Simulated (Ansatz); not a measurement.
ZnO (CsCl type, space group No. 221) at seven volumes, DFT-r²SCAN in the program Ansatz with PAW potentials, scaled uniformly. One row is withheld.

```
V (Å³/atom)  P (GPa)
-----------  -------
8.421              ?
8.698          13.48
8.976           6.16
9.254          -0.01
9.531          -5.24
9.809          -9.68
10.086        -13.43
```

Fit the shown pressures and predict the withheld one.

P = (3/2)B₀(x^(7/2) − x^(5/2))[1 + (3/4)(B′ − 4)(x − 1)] with x = (V₀/V)^(2/3). Least squares on the six rows gives V₀ = 9.253 Å³/atom, B₀ = 189 GPa, B′ = 4.53. At V = 8.421, x = 1.0648 and P = 22.06 GPa. The run itself gave 22.16 GPa.

Space group Pm-3m (CsCl type). The cell is a constructed one: a structure type filled with these elements; neither database checked (COD, Materials Project) lists it. It is not the phase usual at ambient conditions (space group No. 186). The r²SCAN relaxation kept the symmetry of its start. At this level the phase is mechanically unstable.

Potentials: the earlier of the program's two PAW sets.
